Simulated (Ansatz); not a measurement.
Input and command of a calculation in Ansatz (plane waves; scalar-relativistic PAW potentials unless the input names others):

```yaml
crystal:
  lattice:
    - [3.9727995869, 0.0, 0.0]
    - [0.0, 3.9727995869, 0.0]
    - [0.0, 0.0, 3.9727995869]
  atoms:
    - { symbol: Te, position: [0.0, 0.0, 0.0] }
    - { symbol: Ir, position: [0.5, 0.5, 0.5], spin: 0.21 }
    - { symbol: O, position: [0.0, 0.5, 0.5] }
    - { symbol: O, position: [0.5, 0.0, 0.5] }
    - { symbol: O, position: [0.5, 0.5, 0.0] }
kpoints:
  mp_grid: { grid: [10, 10, 10] }
hamiltonian:
  xc: r2scan
scf:
  occupations: { method: gaussian, width: 0.1 }
  convergence: { dr2_threshold: 1.0e-09 }
output:
  forces: true
  eigenvalues: true
  stress: true
magnetization:
  spin_polarized: true
relax:
  adjacent_minimum: "off"
  f_tol: 0.01
  max_steps: 80
  cell: { stress_tol: 0.05 }
```

```bash
ansatz run input.yaml --threads 1 --pin off --max-ram 2560MiB --backend cpu --events-out ev --progress --plain --runs-dir out
```

Abridged log:
```
Warning: relax.cell: scf.convergence.dr2_threshold = 1e-9 eV is looser than the 5e-10 eV advised for a relaxation that steers and ends on the stress (1e-10 eV for each atom of the cell: 5). ...
Basis set: ecut = 500 eV, 1575 PW (Γ), exchange–correlation on 120×120×120 points (64 copies of the dense FFT grid, shifted against one another)
Bands: 31, of which v1, the nominal top of the filled ones, is band 26 counted from 1 (25 counted from 0)
Symmetry: 48 space group operations
k-points: 56 of 1000
SCF iter   1: F=—  HF=-20641.097457 eV  |F-HF|=—  |Δ(HF+E_count)|=         —  Δρ=3.59e-2 (↑3.45e-2 ↓3.59e-2) dr2=8.01e-1  dr2_τ=6.72e-2  dr2_m=1.34e-3  M=0.114 μB ∫|m|=0.183 μB  β_m=0.66  ethr=1.53e-3  ⟨swp⟩=2.0  Hψ=19602  notcnv=0
Mixer restart at iter 1: flushing history
spin=Collinear: Kerker preconditioning applied to the charge; magnetization (m = ρ↑ − ρ↓) channel mixes plain (no charge-response kernel on spin).
SCF iter   2: F=—  HF=-20641.522524 eV  |F-HF|=—  |Δ(HF+E_count)|=   4.25e-1  Δρ=2.73e-2 (↑2.73e-2 ↓2.68e-2) dr2=4.25e-1  dr2_τ=1.33e-2  dr2_m=1.06e-3  M=0.072 μB ∫|m|=0.162 μB  β_m=0.53  ethr=1.53e-3  ⟨swp⟩=2.1  Hψ=5274  notcnv=0  κ⁻¹=1.0e0(r=1)
SCF iter   3: F=—  HF=-20641.786813 eV  |F-HF|=—  |Δ(HF+E_count)|=   2.64e-1  Δρ=1.79e-2 (↑1.79e-2 ↓1.74e-2) dr2=2.01e-1  dr2_τ=6.58e-3  dr2_m=4.93e-4  M=0.050 μB ∫|m|=0.144 μB  β_m=0.30  ethr=8.33e-4  ⟨swp⟩=2.0  Hψ=4734  notcnv=0  defer=61  κ⁻¹=2.3e-1(r=2)
SCF iter   4: F=—  HF=-20641.956201 eV  |F-HF|=—  |Δ(HF+E_count)|=         —  Δρ=5.07e-3 (↑4.54e-3 ↓5.07e-3) dr2=3.72e-2  dr2_τ=4.77e-4  dr2_m=8.80e-4  M=-0.006 μB ∫|m|=0.078 μB  β_m=0.30  ethr=3.94e-4  ⟨swp⟩=3.0  Hψ=6292  notcnv=0  defer=75
Mixer restart at iter 4: flushing history
SCF iter   5: F=—  HF=-20641.958154 eV  |F-HF|=—  |Δ(HF+E_count)|=   1.95e-3  Δρ=3.79e-3 (↑3.43e-3 ↓3.79e-3) dr2=1.90e-2  dr2_τ=2.18e-4  dr2_m=5.10e-4  M=-0.005 μB ∫|m|=0.071 μB  β_m=1.00  ethr=7.30e-5  ⟨swp⟩=1.0  Hψ=3576  notcnv=0  defer=75  κ⁻¹=1.0e0(r=1)
SCF iter   6: F=—  HF=-20641.961258 eV  |F-HF|=—  |Δ(HF+E_count)|=   3.10e-3  Δρ=1.43e-3 (↑1.43e-3 ↓1.28e-3) dr2=2.34e-3  dr2_τ=5.25e-5  dr2_m=5.78e-5  M=-0.007 μB ∫|m|=0.037 μB  β_m=0.45  ethr=3.72e-5  ⟨swp⟩=2.1  Hψ=4605  notcnv=0  defer=75  κ⁻¹=1.7e-2(r=2)
SCF iter   7: F=—  HF=-20641.961990 eV  |F-HF|=—  |Δ(HF+E_count)|=   7.33e-4  Δρ=7.37e-4 (↑7.37e-4 ↓6.64e-4) dr2=8.77e-4  dr2_τ=9.90e-6  dr2_m=8.48e-6  M=-0.007 μB ∫|m|=0.020 μB  β_m=0.84  ethr=4.60e-6  ⟨swp⟩=1.3  Hψ=4107  notcnv=0  defer=75  κ⁻¹=5.7e-3(r=3)
SCF iter   8: F=—  HF=-20641.962514 eV  |F-HF|=—  |Δ(HF+E_count)|=   5.24e-4  Δρ=3.16e-4 (↑3.06e-4 ↓3.16e-4) dr2=2.33e-4  dr2_τ=1.68e-6  dr2_m=1.41e-6  M=-0.004 μB ∫|m|=0.010 μB  β_m=0.30  ethr=1.72e-6  ⟨swp⟩=2.5  Hψ=6458  notcnv=0  defer=75  κ⁻¹=2.8e-3(r=4)
   ...
SCF iter   3: F=—  HF=-20641.963919 eV  |F-HF|=—  |Δ(HF+E_count)|=   7.12e-9  Δρ=6.32e-6 (↑6.32e-6 ↓6.32e-6) dr2=5.47e-8  dr2_τ=3.03e-9  dr2_m=7.18e-14  M= 0.000 μB ∫|m|=0.000 μB  β_m=0.30  ethr=1.81e-10  ⟨swp⟩=1.0  Hψ=3472  notcnv=0  κ⁻¹=4.2e-3(r=2)
SCF iter   4: F=—  HF=-20641.963919 eV  |F-HF|=—  |Δ(HF+E_count)|=   6.44e-9  Δρ=4.38e-6 (↑4.38e-6 ↓4.38e-6) dr2=2.45e-8  dr2_τ=1.33e-9  dr2_m=4.01e-14  M= 0.000 μB ∫|m|=0.000 μB  β_m=0.30  ethr=1.07e-10  ⟨swp⟩=1.0  Hψ=3472  notcnv=0  κ⁻¹=1.2e-3(r=3)
SCF iter   5: F=—  HF=-20641.963919 eV  |F-HF|=—  |Δ(HF+E_count)|=   5.88e-9  Δρ=7.61e-7 (↑7.61e-7 ↓7.61e-7) dr2=5.62e-10  dr2_τ=2.55e-11  dr2_m=4.82e-15  M= 0.000 μB ∫|m|=0.000 μB  β_m=0.30  ethr=4.80e-11  ⟨swp⟩=2.0  Hψ=5734  notcnv=0  κ⁻¹=9.5e-6(r=4)
SCF iter   6: F=—  HF=-20641.963919 eV  |F-HF|=—  |Δ(HF+E_count)|=   3.17e-9  Δρ=4.42e-7 (↑4.40e-7 ↓4.42e-7) dr2=9.17e-10  dr2_τ=1.99e-11  dr2_m=7.63e-16  M= 0.000 μB ∫|m|=0.000 μB  β_m=0.30  ethr=1.10e-12  ⟨swp⟩=2.0  Hψ=6304  notcnv=0  κ⁻¹=4.7e-6(r=5)
SCF iter   7: F=—  HF=-20641.963919 eV  |F-HF|=—  |Δ(HF+E_count)|=  3.17e-10  Δρ=3.67e-7 (↑3.65e-7 ↓3.67e-7) dr2=6.43e-10  dr2_τ=9.33e-12  dr2_m=8.15e-16  M= 0.000 μB ∫|m|=0.000 μB  β_m=0.35  ethr=1.10e-12  ⟨swp⟩=1.0  Hψ=3472  notcnv=0  κ⁻¹=2.8e-6(r=6)
SCF iter   8: F=—  HF=-20641.963919 eV  |F-HF|=—  |Δ(HF+E_count)|=  3.86e-10  Δρ=3.37e-7 (↑3.35e-7 ↓3.37e-7) dr2=5.74e-10  dr2_τ=8.89e-12  dr2_m=5.73e-16  M= 0.000 μB ∫|m|=0.000 μB  β_m=0.60  ethr=1.10e-12  ⟨swp⟩=1.0  Hψ=3472  notcnv=0  κ⁻¹=9.7e-7(r=7)
SCF iter   9: F=—  HF=-20641.963919 eV  |F-HF|=—  |Δ(HF+E_count)|=  7.64e-10  Δρ=2.06e-7 (↑2.06e-7 ↓2.06e-7) dr2=2.41e-10  dr2_τ=3.56e-12  dr2_m=1.28e-16  M= 0.000 μB ∫|m|=0.000 μB  β_m=1.00  ethr=1.10e-12  ⟨swp⟩=2.0  Hψ=4924  notcnv=0  κ⁻¹=7.8e-8(r=8)
SCF iter  10: F=-20641.963919 eV  HF=-20641.963919 eV  |F-HF|=6.22e-10  |Δ(HF+E_count)|=  2.62e-10  Δρ=3.55e-7 (↑3.55e-7 ↓3.54e-7) dr2=7.04e-10  dr2_τ=1.11e-11  dr2_m=1.01e-16  M= 0.000 μB ∫|m|=0.000 μB  ethr=1.00e-12  ⟨swp⟩=2.0  Hψ=10977  notcnv=0
the starting moments were not kept: the SCF closed with an absolute magnetisation of 3.1e-8 μB, where they sum to 0.21 μB in size (1 site). That is at most 0.1 of that sum. Measured as dr2_m measures the in/out step, that magnetisation stands 9.4e-17 eV from none, at or under the dr2_threshold of 1.0e-9 eV: it is no larger than a step whose dr2_m would equal this threshold.
SCF 4 converged in 10 iterations: F = -20641.963919 eV  dr2 = 7.04e-10
SCF converged after 10 iterations
Stability not checked: this state was not tested for a lower state beside it, because the mixer in use, unlike msr1, does not test its closes by its own steps (another_mixer; see scf.mixing.algorithm and scf.lower_state_search)
Magnetization:  0.0000 μB (25.5000 up, 25.5000 down)
Absolute magnetization: 0.0000 μB (∫|ρ↑−ρ↓|, with the PAW one-centre terms)
Spin contamination: 0.0000 ħ² per cell (⟨S²⟩ above its minimum at these occupations)
Per-site moments (μB) at R_I (Å): [(-1.34285519e-8, 1.15659994), (0.0, 0.81783966), (2.12134253e-9, 0.81783966), (2.12134229e-9, 0.81783966), (2.12134264e-9, 0.81783966)]
Free energy (F): -20641.963919 eV
Harris-Foulkes:  -20641.963919 eV  (|F-HF|=6.22e-10)
Internal energy: -20641.953539 eV  (E = F + TS)
E sigma→0 (E₀):  -20641.958729 eV
Entropy (-TS):   -0.010380 eV (-2.076 meV/atom)
Fermi energy:    13.746604 eV
--- Forces (eV/Å), atoms counted from 1 ---
  atom   1  Te     0.00000000     0.00000000     0.00000000
  atom   2  Ir     0.00000000     0.00000000     0.00000000
  atom   3  O      0.00000000     0.00000000     0.00000000
  atom   4  O      0.00000000     0.00000000     0.00000000
  atom   5  O      0.00000000     0.00000000     0.00000000
--- Stress (GPa, compression-positive) ---
       -0.000628       0.000000       0.000000
        0.000000      -0.000628       0.000000
        0.000000       0.000000      -0.000628
  P = ⅓ Tr σ = -0.0006 GPa (-0.006 kbar)
--- Relaxed structure (3 steps of the walk, 3 accepted, 1 SCFs on fresh bases) ---
  F+E_penalty+E_count = -20641.96391901 eV   max|allowed force component| = 1.365e-29 eV/Å   (the final SCF, on the basis selected at the relaxed cell)
  cell:  # Å, volume = 62.3480 Å³
    - [3.96528320, 0.0, 0.0]
    - [0.0, 3.96528320, 0.0]
    - [0.0, 0.0, 3.96528320]
  atoms:
    - { symbol: Te, position: [0.0, 0.0, 0.0] }
    - { symbol: Ir, position: [0.5, 0.5, 0.5] }
    - { symbol: O, position: [0.0, 0.5, 0.5] }
    - { symbol: O, position: [0.5, 0.0, 0.5] }
    - { symbol: O, position: [0.5, 0.5, 0.0] }
```

Apart from outputs and empty bands, the input differs from a reference run on usual settings in scf.convergence.dr2_threshold: not typed → 1e-09; basis.ecutwfc: 500 → not typed. The reference, at the same start, ended its own course with a relaxed volume of 12.47 Å³/atom, pressure 0.00 GPa, largest force 0.000 eV/Å, no gap on the mesh. This run converged in 55 SCF iterations over all its steps (reference: 51) with an energy at zero smearing within 0.01 meV/atom of the reference's, a relaxed volume of 12.47 Å³/atom, pressure 0.00 GPa, largest force 0.000 eV/Å, no gap on the mesh.

It took 49 s on 1 thread of AMD EPYC 9R45 96-Core Processor (Zen 5), with other jobs on the host, peak memory 0.71 GiB.